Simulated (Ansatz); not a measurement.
**Relaxing nickel (simple cubic)**

All numbers below come from DFT, LDA (PW92), plane waves (420 eV) with PAW, scalar-relativistic in Ansatz 0.2.0. (PAW data from PBE, frozen cores regenerated.)

k-point mesh 14×14×14, Fermi-Dirac smearing 0.1 eV, no spin polarisation. Cell and atoms relax.

Starting structure:

```
CELL_PARAMETERS angstrom
2.27759 0.00000 0.00000
0.00000 2.27759 0.00000
0.00000 0.00000 2.27759
ATOMIC_POSITIONS crystal
Ni 0.00000 0.00000 0.00000
```

Question: What cell does the relaxation end in?

Answer: Pm-3m with a = 2.259 Å; 11.53 Å³ per atom against 11.81 at the start (-2.4 %).

Question: How much energy does the relaxation gain?

Answer: 4.1 meV per atom.

Path of the relaxation (the plane waves are chosen anew near the end, which can shift the energy a little):

```tsv
step	E − E(final) (meV/atom)	V (Å³/atom)	P (GPa)	max force (eV/Å)
0	4.10	11.815	-4.42	0.000
1	0.99	11.672	-2.32	0.000
2	-0.17	11.518	0.11	0.000
3	-0.17	11.525	0.00	0.000
4	0.00	11.525	0.00	0.000
```

Spin polarisation is off here; a magnetic state may lie lower.
